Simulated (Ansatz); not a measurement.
GaSb:
```
GaSb
1.0
    4.30550     0.00000     0.00000
   -2.15275     3.72867     0.00000
    0.00000     0.00000     7.09968
Ga Sb
2 2
Cartesian
  2.15275   1.24289   3.55312
  0.00000   2.48578   0.00328
  2.15275   1.24289   6.20823
  0.00000   2.48578   2.65839
```

This is the PBEsol-relaxed structure.

### Question
All from PBEsol in the plane-wave PAW code Ansatz, unless another level is named. Predict the bulk modulus (Birch–Murnaghan fit).

### Answer
51.4 GPa.

### Question
And the highest zone-centre frequency?

### Answer
27.3 meV.

Space group P6_3mc (wurtzite). The first step of the workflow began from a Materials Project structure, measured or hypothetical; the Crystallography Open Database copy checked does not list it. It is not the phase usual at ambient conditions (space group No. 216). The cell was relaxed with PBEsol under the symmetry of its start; of distortions, only those at the zone centre were tested. Spin–orbit coupling is left out wherever it is not named.

Potentials: the later of the program's two PAW sets.
